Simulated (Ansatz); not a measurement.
Here is the system:

AlP:
```xyz
4
Lattice="4.0368 0.0000 0.0000 -2.0184 3.4960 0.0000 0.0000 0.0000 5.3990" Properties=species:S:1:pos:R:3 pbc="T T T"
Al     0.0000     2.3306     1.3497
Al     2.0184     1.1653     4.0492
P      0.0000     2.3306     4.0492
P      2.0184     1.1653     1.3497
```

This is the LDA-relaxed structure. Tensor components refer to the Cartesian frame of this cell.

Question: All from the program Ansatz at the LDA level (PAW), unless another level is named. Estimate the Young's modulus.

Answer: 65.9 GPa.

Question: Give the highest zone-centre frequency.

Answer: 13.91 THz.

Question: And the elastic constants (relaxed ions, GPa)?

Answer: C11 = 142, C12 = 118, C13 = 42.2, C33 = 119, C44 = 31.2.

Space group P6_3/mmc. A made-up cell: these elements were put on the sites of a structure type; neither database checked (COD, Materials Project) lists it. It is not the phase usual at ambient conditions (space group No. 216). Symmetry was held in the LDA relaxation. At this level the phase is dynamically unstable (imaginary phonons). A crystal of weakly bound layers computed without a dispersion correction: the cell and the soft elastic constants depend strongly on that. As this level gives no gap, shear constants depend on the k-mesh and smearing (Fermi–Dirac, 0.1 eV here). As this level gives no gap, phonon frequencies hold no LO–TO term and depend on the k-mesh and smearing (Fermi–Dirac, 0.1 eV here).

Potentials: the later of the program's two PAW sets.
